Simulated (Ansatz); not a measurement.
SnS:
Space group Pnma (No. 62); a = 10.988 Å, b = 3.954 Å, c = 4.186 Å, α = β = γ = 90.00°

```
atom  site  symmetry       x       y       z
----  ----  --------  ------  ------  ------
S       4c       .m.  0.3539  0.2500  0.0263
Sn      4c       .m.  0.1179  0.2500  0.1097
```

Relaxed with LDA.

Task: Decompose the optical modes at the zone centre into irreducible representations, and say which are infrared and Raman allowed.

Result: Point group mmm: Γ_opt = 4Ag + 2Au + 2B1g + 3B1u + 4B2g + B2u + 2B3g + 3B3u. Infrared: B1u, B2u, B3u. Raman: Ag, B1g, B2g, B3g.

Task: Assign frequencies (DFPT, LDA (plane waves, PAW; program Ansatz); without the LO–TO term).

Result: Ag 40, B3g 49, Au 55, B3u 65, B1g 68, B2g 70, B2g 80, Ag 93, B1u 98, B2u 140, B3g 163, B1u 174, B3u 181, Ag 190, Au 193, B1g 208, B3u 212, B2g 221, Ag 224, B1u 225, B2g 276 cm⁻¹.

Subscripts of B labels follow the axes of the standard setting.

The cell was relaxed with LDA under the symmetry of its start; of distortions, only those at the zone centre were tested. A crystal of weakly bound layers computed without a dispersion correction: the cell and the soft elastic constants depend strongly on that. Spin–orbit coupling is left out wherever it is not named.

Potentials: the later of the program's two PAW sets.
